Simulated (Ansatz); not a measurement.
# Eigenvalues along a path: SnSe (zincblende type)

```
CELL_PARAMETERS angstrom
0.00000 3.28946 3.28946
3.28946 0.00000 3.28946
3.28946 3.28946 0.00000
ATOMIC_POSITIONS crystal
Sn 0.00000 0.00000 0.00000
Se 0.25000 0.25000 0.25000
```

The cell comes from a relaxation on PAW files under the same functional, begun from a prototype that needn't be the stable phase.

Computed with Ansatz 0.2.0; functional LDA, scalar-relativistic. Settings: a Γ-centred 11×11×11 k mesh, Fermi–Dirac smearing of 0.08 eV, no spin polarisation. Methods: LAPW: all electrons, basis error target 1 meV/atom.

Spin–orbit coupling is left out, which matters for the heavy atoms.

Path points, in fractions of the reciprocal vectors: Γ (0.000, 0.000, 0.000), X (-0.500, -0.500, 0.000), U (-0.375, -0.375, 0.250), K (-0.375, 0.000, 0.375), L (0.000, 0.000, 0.500), W (-0.500, -0.250, 0.250). The distance column jumps between branches of the path. Levels in eV from the Fermi level; bands 14 to 26, counted from the lowest band of the run. The gap is zero, the pressure -0.03 GPa.

```
# k(1/Å) point b14 b15 b16 b17 b18 b19 b20 b21 b22 b23 b24 b25 b26
0.000 Γ -21.62 -21.62 -21.62 -21.59 -21.59 -13.67 -5.28 -2.43 -2.43 -2.43 1.44 1.44 1.44
0.136 - -21.62 -21.62 -21.62 -21.59 -21.59 -13.64 -5.47 -2.53 -2.53 -2.22 1.26 1.60 1.60
0.273 - -21.62 -21.61 -21.61 -21.60 -21.59 -13.55 -5.92 -2.77 -2.77 -1.75 0.87 2.01 2.01
0.409 - -21.62 -21.61 -21.61 -21.60 -21.59 -13.42 -6.45 -3.07 -3.07 -1.24 0.47 2.59 2.59
0.546 - -21.62 -21.61 -21.61 -21.60 -21.59 -13.25 -6.95 -3.35 -3.35 -0.86 0.17 3.24 3.24
0.682 - -21.63 -21.61 -21.61 -21.60 -21.59 -13.09 -7.36 -3.57 -3.57 -0.70 -0.03 3.88 3.88
0.819 - -21.63 -21.61 -21.61 -21.60 -21.59 -12.97 -7.64 -3.71 -3.71 -0.66 -0.15 4.39 4.39
0.955 X -21.63 -21.61 -21.61 -21.60 -21.59 -12.93 -7.73 -3.76 -3.76 -0.65 -0.20 4.60 4.60
1.003 - -21.63 -21.61 -21.61 -21.60 -21.59 -12.93 -7.73 -3.78 -3.76 -0.64 -0.17 4.55 4.58
1.052 - -21.63 -21.61 -21.61 -21.60 -21.59 -12.93 -7.73 -3.84 -3.74 -0.59 -0.08 4.44 4.52
1.100 - -21.63 -21.61 -21.61 -21.60 -21.59 -12.93 -7.73 -3.93 -3.72 -0.55 0.08 4.28 4.42
1.148 - -21.63 -21.61 -21.61 -21.60 -21.59 -12.93 -7.72 -4.02 -3.69 -0.53 0.30 4.10 4.29
1.196 - -21.63 -21.61 -21.61 -21.60 -21.59 -12.93 -7.71 -4.12 -3.65 -0.51 0.57 3.90 4.14
1.244 - -21.63 -21.61 -21.61 -21.60 -21.59 -12.94 -7.69 -4.20 -3.60 -0.51 0.87 3.70 3.98
1.293 U -21.63 -21.61 -21.61 -21.60 -21.59 -12.94 -7.68 -4.27 -3.54 -0.52 1.17 3.50 3.80
1.878 K -21.63 -21.61 -21.61 -21.60 -21.59 -12.94 -7.68 -4.27 -3.54 -0.52 1.17 3.50 3.80
2.022 - -21.62 -21.61 -21.61 -21.60 -21.59 -12.99 -7.58 -4.32 -3.33 -0.62 1.90 2.91 3.24
2.167 - -21.62 -21.61 -21.61 -21.59 -21.59 -13.09 -7.38 -4.14 -3.10 -0.86 2.17 2.46 2.71
2.312 - -21.62 -21.61 -21.61 -21.59 -21.59 -13.24 -7.03 -3.78 -2.87 -1.19 1.78 2.26 2.51
2.456 - -21.62 -21.61 -21.61 -21.59 -21.59 -13.40 -6.55 -3.32 -2.67 -1.57 1.45 1.90 2.41
2.601 - -21.62 -21.62 -21.61 -21.59 -21.59 -13.54 -5.99 -2.87 -2.53 -1.95 1.31 1.65 2.03
2.746 - -21.62 -21.62 -21.62 -21.59 -21.59 -13.64 -5.49 -2.54 -2.45 -2.28 1.37 1.49 1.62
2.891 Γ -21.62 -21.62 -21.62 -21.59 -21.59 -13.67 -5.28 -2.43 -2.43 -2.43 1.44 1.44 1.44
3.009 - -21.62 -21.62 -21.62 -21.59 -21.59 -13.65 -5.43 -2.47 -2.47 -2.35 1.42 1.50 1.50
3.127 - -21.62 -21.62 -21.62 -21.59 -21.59 -13.58 -5.80 -2.56 -2.56 -2.21 1.45 1.66 1.66
3.245 - -21.62 -21.61 -21.61 -21.59 -21.59 -13.48 -6.26 -2.68 -2.68 -2.13 1.69 1.86 1.86
3.363 - -21.62 -21.61 -21.61 -21.59 -21.59 -13.36 -6.72 -2.81 -2.81 -2.15 2.04 2.04 2.15
3.481 - -21.62 -21.61 -21.61 -21.59 -21.59 -13.25 -7.11 -2.91 -2.91 -2.21 2.16 2.16 2.74
3.599 - -21.62 -21.61 -21.61 -21.59 -21.59 -13.16 -7.36 -2.97 -2.97 -2.27 2.21 2.21 3.26
3.718 L -21.62 -21.61 -21.61 -21.59 -21.59 -13.13 -7.45 -3.00 -3.00 -2.29 2.23 2.23 3.48
3.814 - -21.62 -21.61 -21.61 -21.59 -21.59 -13.12 -7.46 -3.26 -3.03 -2.00 2.17 2.30 3.43
3.911 - -21.62 -21.61 -21.61 -21.59 -21.59 -13.09 -7.48 -3.64 -3.11 -1.51 2.03 2.49 3.30
4.007 - -21.62 -21.61 -21.61 -21.59 -21.59 -13.05 -7.52 -3.95 -3.26 -1.02 1.89 2.63 3.28
4.104 - -21.62 -21.61 -21.61 -21.60 -21.59 -13.01 -7.57 -4.15 -3.44 -0.58 1.80 2.49 3.59
4.200 - -21.62 -21.61 -21.61 -21.60 -21.59 -12.97 -7.63 -4.22 -3.65 -0.22 1.75 2.25 3.90
4.296 - -21.63 -21.61 -21.61 -21.60 -21.59 -12.94 -7.67 -4.18 -3.86 0.05 1.69 2.11 3.97
4.393 W -21.63 -21.61 -21.61 -21.60 -21.59 -12.93 -7.69 -4.10 -4.01 0.15 1.64 2.07 3.94
4.461 - -21.63 -21.61 -21.61 -21.60 -21.59 -12.93 -7.69 -4.08 -4.00 0.10 1.34 2.39 3.98
4.529 - -21.63 -21.61 -21.61 -21.60 -21.59 -12.93 -7.70 -4.04 -3.97 -0.01 0.94 2.88 4.09
4.598 - -21.63 -21.61 -21.61 -21.60 -21.59 -12.93 -7.71 -3.98 -3.92 -0.18 0.56 3.37 4.23
4.666 - -21.63 -21.61 -21.61 -21.60 -21.59 -12.93 -7.72 -3.90 -3.87 -0.35 0.25 3.83 4.38
4.734 - -21.63 -21.61 -21.61 -21.60 -21.59 -12.93 -7.73 -3.83 -3.81 -0.51 0.01 4.22 4.50
4.802 - -21.63 -21.61 -21.61 -21.60 -21.59 -12.93 -7.73 -3.78 -3.78 -0.62 -0.14 4.50 4.57
4.870 X -21.63 -21.61 -21.61 -21.60 -21.59 -12.93 -7.73 -3.76 -3.76 -0.65 -0.20 4.60 4.60
```
